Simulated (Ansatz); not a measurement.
Consider the following.

CaS:
Space group Fm-3m (No. 225); a = b = c = 5.633 Å, α = β = γ = 90.00°

```tsv
atom	site	symmetry	x	y	z
Ca	4a	m-3m	0.0000	0.0000	0.0000
S	4b	m-3m	0.5000	0.5000	0.5000
```
(The calculation used a cell of 2 atoms; values per cell refer to that cell.)

This is the PBEsol-relaxed structure.

Task: All from DFT-PBEsol in the program Ansatz with PAW potentials, unless another level is named. Give the formation energy from the elements (no fitted shifts).

Result: -2.22 eV/atom.

Task: What about the hole effective mass, band 3 of 3 at the edge?

Result: 0.22 along [100], 0.24 along [110], 0.26 along [111] (mₑ).

Task: What about the hole effective mass, band 2 of 3 at the edge?

Result: 1.1 along [100], 0.69 along [110], 0.79 along [111] (mₑ).

Task: And the weight of the conduction-edge state by species (Voronoi cells)?

Result: Ca 64 %, S 36 %.

Task: And the conduction-band minimum?

Result: at X (3 equivalent valleys).

Task: Predict the weight of the valence-edge state by species (Voronoi cells).

Result: S 93 %, Ca 7 %.

The cell was relaxed with PBEsol under the symmetry of its start. The references are the lowest solids computed at this level, not always the standard phases.

Potentials: the later of the program's two PAW sets.

Edges and masses are those of Kohn–Sham bands, whose gap is no quasiparticle gap.
